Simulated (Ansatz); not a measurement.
Y (fcc (Cu type), Fm-3m) at seven volumes, LDA (plane waves, PAW; program Ansatz), scaled uniformly. One row is withheld.

```tsv
V (Å³/atom)	P (GPa)
26.797	4.96
27.680	3.09
28.563	?
29.447	-0.01
30.330	-1.28
31.214	-2.40
32.097	-3.40
```

Task: Fit the shown pressures and predict the withheld one.

Result: P = (3/2)B₀(x^(7/2) − x^(5/2))[1 + (3/4)(B′ − 4)(x − 1)] with x = (V₀/V)^(2/3). Least squares on the six rows gives V₀ = 29.443 Å³/atom, B₀ = 45.3 GPa, B′ = 3.23. At V = 28.563, x = 1.0204 and P = 1.44 GPa. The run itself gave 1.44 GPa.

The workflow started from an entry of the Crystallography Open Database (COD), which files this formula under 2 space groups. It is not the phase usual at ambient conditions (space group No. 194). The cell was relaxed with LDA under the symmetry of its start; its stability against distortions is not shown here. The run is not spin-polarised.

Potentials: the later of the program's two PAW sets.
